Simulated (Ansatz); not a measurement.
TaTe:
```
CELL_PARAMETERS angstrom
      0.00000     2.83324     2.83324
      2.83324     0.00000     2.83324
      2.83324     2.83324     0.00000
ATOMIC_POSITIONS crystal
  Ta 0.00000 0.00000 0.00000
  Te 0.50000 0.50000 0.50000
```

Relaxed with DFT-r²SCAN in the program Ansatz with PAW potentials. Indices refer to the conventional cell of Fm-3m, a = b = c = 5.6665 Å, α = β = γ = 90.00°.

Q: Simulate the powder diffraction pattern (Cu Kα, λ = 1.54184 Å; lines above 1 %) up to 2θ = 90°.

A: Simulated powder pattern, Cu Kα, λ = 1.54184 Å (kinematic, ideal powder, no thermal factors, no anomalous dispersion; the 30 strongest lines at most, above 1 %, up to 2θ = 90°):

| 2θ (°) | d (Å) | I/Imax (%) | hkl |
|---|---|---|---|
| 27.26 | 3.272 | 6.7 | (111) |
| 31.58 | 2.833 | 100 | (200) |
| 45.26 | 2.003 | 75 | (220) |
| 53.64 | 1.709 | 3.9 | (311) |
| 56.24 | 1.636 | 26 | (222) |
| 65.94 | 1.417 | 12 | (400) |
| 72.74 | 1.300 | 1.7 | (331) |
| 74.95 | 1.267 | 34 | (420) |
| 83.60 | 1.157 | 26 | (422) |
| 89.97 | 1.091 | 1.4 | (511)+(333) |

The start of the workflow was typed in or built on a structure type; neither database checked (COD, Materials Project) lists it. Its standing as an ambient phase is unchecked. Symmetry was held in the r²SCAN relaxation. At this level the phase is mechanically unstable. No spin polarisation was allowed. Its formation energy is positive at this level, so the cell may be metastable or incomplete. Spin–orbit coupling is left out wherever it is not named.

Potentials: the later of the program's two PAW sets.
